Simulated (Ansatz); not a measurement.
Relaxation of a generated cell, MgTe2 built in the AFLOW prototype AB2_mC6_12_a_i (C34, as in Te2Au); 3 atoms in the cell, which starts as C2/m (No. 12), mS6; a = 7.440 Å, b = 4.561 Å, c = 5.246 Å, α = 90.00°, β = 90.04°, γ = 90.00°. All values below come from r2SCAN (plane waves to 500 eV, PAW, scalar-relativistic; Ansatz, a program for electronic structure). Γ-centred k-mesh 6×6×5 on the run's cell (coarser than for final values), Fermi–Dirac smearing 0.05 eV. This is the first round of the run. 

The optimiser's lines from the output (shortened; P is positive under compression):

```
relax step   1: F+E_penalty+E_count = -15917.12041184 eV  Δ(F+E_penalty+E_count) = +0.000e0 eV  max|allowed force component| = 3.285e-1 eV/Å  Δτ_max = 0.0000 Å  P = -0.224 GPa  Ω = 89.004 Å³  (8 SCF iters, dr2 threshold 1.00e-7 eV, accepted)
relax step   2: F+E_penalty+E_count = -15917.27368794 eV  Δ(F+E_penalty+E_count) = -1.533e-1 eV  max|allowed force component| = 3.405e-1 eV/Å  Δτ_max = 0.1569 Å  P = +0.027 GPa  Ω = 90.303 Å³  (8 SCF iters, dr2 threshold 3.00e-7 eV, accepted)
relax step   3: F+E_penalty+E_count = -15917.43597964 eV  Δ(F+E_penalty+E_count) = -1.623e-1 eV  max|allowed force component| = 2.262e-1 eV/Å  Δτ_max = 0.1659 Å  P = +0.357 GPa  Ω = 90.853 Å³  (7 SCF iters, dr2 threshold 3.00e-7 eV, accepted)
relax step   4: F+E_penalty+E_count = -15917.47616267 eV  Δ(F+E_penalty+E_count) = -4.018e-2 eV  max|allowed force component| = 3.925e-1 eV/Å  Δτ_max = 0.1089 Å  P = +0.460 GPa  Ω = 90.683 Å³  (7 SCF iters, dr2 threshold 3.00e-7 eV, accepted)
relax step   5: F+E_penalty+E_count = -15917.52957563 eV  Δ(F+E_penalty+E_count) = -5.341e-2 eV  max|allowed force component| = 4.842e-2 eV/Å  Δτ_max = 0.0065 Å  P = +0.006 GPa  Ω = 89.988 Å³  (5 SCF iters, dr2 threshold 3.00e-7 eV, accepted)
relax step   6: F+E_penalty+E_count = -15917.52972075 eV  Δ(F+E_penalty+E_count) = -1.451e-4 eV  max|allowed force component| = 5.954e-2 eV/Å  Δτ_max = 0.0212 Å  P = -0.019 GPa  Ω = 90.055 Å³  (6 SCF iters, dr2 threshold 1.47e-7 eV, accepted)
relax step   7: F+E_penalty+E_count = -15917.53046278 eV  Δ(F+E_penalty+E_count) = -7.420e-4 eV  max|allowed force component| = 7.569e-4 eV/Å  Δτ_max = 0.0090 Å  P = -0.013 GPa  Ω = 90.022 Å³  (5 SCF iters, dr2 threshold 2.22e-7 eV, accepted)
relax step   8: F+E_penalty+E_count = -15917.53047241 eV  Δ(F+E_penalty+E_count) = -9.639e-6 eV  max|allowed force component| = 4.586e-4 eV/Å  Δτ_max = 0.0006 Å  P = +0.002 GPa  Ω = 89.988 Å³  (5 SCF iters, dr2 threshold 2.31e-9 eV, accepted)
relax step   9: F+E_penalty+E_count = -15917.53203378 eV  Δ(F+E_penalty+E_count) = -1.561e-3 eV  max|allowed force component| = 7.937e-4 eV/Å  Δτ_max = 0.0000 Å  P = +0.008 GPa  Ω = 89.988 Å³  stress off target by 3.13e-2 GPa  SCF on the basis re-selected at this cell (its energy is not comparable with the rows above)  (8 SCF iters)
relax step  10: F+E_penalty+E_count = -15917.53204257 eV  Δ(F+E_penalty+E_count) = -8.790e-6 eV  max|allowed force component| = 3.140e-4 eV/Å  Δτ_max = 0.0012 Å  P = +0.004 GPa  Ω = 89.988 Å³  (6 SCF iters, dr2 threshold 2.46e-9 eV, accepted)
relax step  11: F+E_penalty+E_count = -15917.53204223 eV  Δ(F+E_penalty+E_count) = +3.389e-7 eV  max|allowed force component| = 3.117e-4 eV/Å  Δτ_max = 0.0000 Å  P = +0.004 GPa  Ω = 89.988 Å³  stress off target by 7.66e-3 GPa  SCF on the basis re-selected at this cell (its energy is not comparable with the rows above)  (4 SCF iters)
```

From the first to the last row the energy changes by -0.14 eV/atom and the volume by +1.1 %. The last row is marked as not comparable with the walk above it, whose basis was carried along; it does compare with step 1, since both stand on a basis selected at the nominal cutoff for their own cell.

Later rounds, restarted from the end of this one on a renewed k-mesh, logged 6 more steps. The final structure after all rounds: C2/m (No. 12), mS6; a = 8.254 Å, b = 4.086 Å, c = 5.469 Å, α = 90.00°, β = 102.54°, γ = 90.00°. Between re-selections the logged energies stand on a plane-wave basis carried along with the cell. No spin polarisation in the result.

The run could not lower the symmetry of its start; a shaken copy of this end point relaxes with r2SCAN to P-1 (No. 2) at a tolerance of 0.01 Å, C2/m (No. 12) at 0.1 Å, 0.10 eV/atom lower.

The relaxed structure here is a generated cell of MgTe2: the first start was made by placing the elements on the sites of a structure type, and the end was not matched to a known phase here, so it may be hypothetical.
